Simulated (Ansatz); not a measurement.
Input and output of a single-point calculation on Ga4SbP3 as one 8-atom ordering (P3m1) on the wurtzite lattice (Ansatz 0.2.0, r2SCAN). The cell was relaxed beforehand with r2SCAN.

```yaml
crystal:
  lattice:
    - [3.963441713, 0.0, 0.0]
    - [-1.9817208565, 3.4324412099, 0.0]
    - [0.0, 0.0, 13.0915315565]
  atoms:
    - { symbol: P, position: [0.6666666667, 0.3333333333, -0.0109668175] }
    - { symbol: P, position: [0.6666666667, 0.3333333333, 0.5109243204] }
    - { symbol: P, position: [0.3333333333, 0.6666666667, 0.7499524876] }
    - { symbol: Sb, position: [0.3333333333, 0.6666666667, 0.2476266316] }
    - { symbol: Ga, position: [0.6666666667, 0.3333333333, 0.8071300841] }
    - { symbol: Ga, position: [0.6666666667, 0.3333333333, 0.3314492791] }
    - { symbol: Ga, position: [0.3333333333, 0.6666666667, 0.5684105928] }
    - { symbol: Ga, position: [0.3333333333, 0.6666666667, 0.045473422] }
kpoints:
  mp_grid: { grid: [12, 12, 2] }
  band_path:
    path:
      - [0.0, 0.0, 0.0]
      - [0.5, 0.0, 0.0]
      - [0.3333333333, 0.3333333333, 0.0]
      - [0.0, 0.0, 0.5]
      - [0.5, 0.0, 0.5]
      - [0.3333333333, 0.3333333333, 0.5]
      - [0.05, 0.0, 0.5]
    npoints: 1
hamiltonian:
  xc: r2scan
scf:
  occupations: { method: fermi_dirac, width: 0.02 }
  n_extra_bands: 6
output:
  forces: true
  stress: true
  eigenvalues: true
```

The output follows, shortened, with numbered blanks.
```
Functional definition: r2SCAN
Crystal: 8 atoms, lattice volume = 178.101 Å³
Basis set: ecut = 500 eV, 4505 PW (Γ)
[1]
Symmetry: 6 space group operations
Space group: P3m1 (ITA 156)
k-points: 38 of 288 (time reversal used)
SCF converged after 10 iterations
Free energy (F): -23940.680825 eV
Internal energy: -23940.680417 eV  (E = F + TS)
E sigma→0 (E₀):  -23940.680621 eV
Entropy (-TS):   -0.000408 eV (-0.051 meV/atom)
Fermi energy:    8.214729 eV
--- Forces (eV/Å), atoms counted from 1 ---
  atom   1  P       0.00000      0.00000    -0.03166
  atom   2  P       0.00000      0.00000      0.00223
  atom   3  P       0.00000      0.00000    -0.02329
  atom   4  Sb      0.00000      0.00000      0.03193
  atom   5  Ga      0.00000      0.00000      0.03368
  atom   6  Ga      0.00000      0.00000    -0.06802
  atom   7  Ga      0.00000      0.00000    -0.00469
  atom   8  Ga      0.00000      0.00000      0.05983
--- Stress (GPa, compression-positive) ---
[2]
```

Question: What stood in the gaps? They hold the stress, the band count.

Answer:
```
[1]
Bands: 47, of which v1, the nominal top of the filled ones, is band 41 counted from 1 (40 counted from 0)
[2]
       -0.158669       0.000000       0.000000
        0.000000      -0.158669       0.000000
        0.000000       0.000000       0.111725
  P = ⅓ Tr σ = -0.0685 GPa (-0.685 kbar)
```

r2SCAN gives no gap: the lowest nominally empty band dips 0.02 eV below the top of the last filled one (its bottom at A, the top at Γ), so the cell is a metal or semimetal at this level. Edges are sought over the mesh and the listed points. The mean pressure is -0.07 GPa (compression positive), so r2SCAN would shrink the cell's volume. The largest force is 0.07 eV/Å.

Run as `ansatz run input.yaml --threads 4 --pin off --max-ram 6451MiB --backend cpu --events-out ev --progress --plain --runs-dir out`. It took 23 s on 4 threads of Arm Neoverse V2, on a shared host, load about 0.5 per core; peak host memory 0.94 GiB.

The calculation is spin-unpolarised, and the structure need not be a phase that has been made.

Spin-orbit coupling is left out, which matters wherever the heavy atoms make up the band edges.
